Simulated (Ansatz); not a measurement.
Space group I4/mcm (No. 140). a = 6.635 Å, b = 6.635 Å, c = 5.714 Å, α = 90.00°, β = 90.00°, γ = 90.00°
```
atom site symmetry x y z
  Ti    4a       422  0.0000  0.0000  0.2500
  Sb    8h m.2m  0.1530  0.6530  0.0000
```

Equation of state of this TiSb2 structure (not necessarily the ground state), with shape and atoms relaxed at each volume where symmetry leaves them free. It has no gap at any of these volumes. All numbers below come from Ansatz 0.2.0, DFT PBEsol, scalar-relativistic, plane waves, PAW.

Settings: cutoff 420 eV, Γ-centred mesh 8×8×8 on the computed 6-atom cell, Gaussian smearing of 0.10 eV; no spin polarisation.

```
V (Å³/atom) E − E(largest V) (meV/atom) P (GPa)
     18.447                        63.40    16.87
     19.076                         7.98    11.55
     19.705                       -28.22     7.04
     20.334                       -48.14     3.22
     20.963                       -54.28    -0.01
     21.591                       -48.76    -2.74
     22.220                       -33.34    -5.05
     23.059                         0.00    -7.59
```

Fit a third-order Birch–Murnaghan equation to E(V).

V0 = 20.96 Å³/atom, B0 = 99 GPa, B0' = 4.5.

Spin-orbit coupling is left out, which matters for the bands of heavy elements.

Cost: 8 runs of about 16 core-minutes in all, on Arm Neoverse V1 (shared hosts).